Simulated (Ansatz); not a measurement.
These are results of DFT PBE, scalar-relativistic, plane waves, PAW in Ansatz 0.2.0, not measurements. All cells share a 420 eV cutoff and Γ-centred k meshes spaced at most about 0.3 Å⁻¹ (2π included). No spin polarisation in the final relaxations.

These are static total energies at zero pressure.

Two relaxed structures of Sn4SeS3:

A. Space group I4/mmm (No. 139), tetragonal, a = 5.908 Å, c = 11.805 Å. Sn on a site of symmetry 4mm has 5 S at 2.88–2.95 Å and 1 Se at 3.02 Å; around Sn on a site of symmetry mmm lie 4 S at 2.95 Å and 2 Se at 2.95 Å; Se is surrounded by 6 Sn at 2.95–3.02 Å; S on a site of symmetry 4/mmm has 6 Sn at 2.88–2.95 Å; S on a site of symmetry -4m2 has 6 Sn at 2.95 Å.

B. Space group P1 (No. 1), triclinic, a = 6.014 Å, b = 6.018 Å, c = 6.266 Å, α = 103.5°, β = 103.7°, γ = 90.8°. Sn on its first site has 2 S at 2.71–2.76 Å, 1 Se at 2.74 Å and 2 S at 3.32–3.35 Å; around Sn on its second site lie 3 S at 2.63–2.71 Å; Sn on its third site has 2 S at 2.60–2.71 Å, 1 Se at 2.92 Å, 1 Se at 3.13 Å and 1 S at 3.33 Å; Se has 3 Sn at 2.74–2.92 Å and 2 Sn at 3.13–3.17 Å; S on its first site has 3 Sn at 2.63–2.71 Å and 2 Sn at 3.33–3.36 Å; 3 more sites not described.

Question: Which is lower in energy, and by how much?

Answer: B is lower, by 29 meV/atom. A has Se and S ordered on rock salt sites, space group I4/mmm (No. 139), 25.8 Å³/atom and a gap of 0.16 eV on its mesh; B has space group P1 (No. 1), 26.7 Å³/atom and a gap of 0.84 eV. Counting S or Se atoms around Sn (for each partner element, those within 1.25 times its shortest distance or 1.15 times the sum of covalent radii, where it is the nearest in units of that sum or under 1.3; a plus sign parts groups by distance over the sum of covalent radii; a slash parts the counts of unlike sites), A has Sn 6 and B has Sn 3/4/3+2. Both come from invented guesses.

No dispersion correction is applied, so the spacing and binding between layers, chains or molecules are poorly described (P1), and this can change margins and order among such cells. Kohn–Sham gaps at this level usually fall short of measured ones. Cells relaxed within their symmetry can be saddle points. The P1 cell of Sn4SeS3 came from shaking the I4/mmm one.
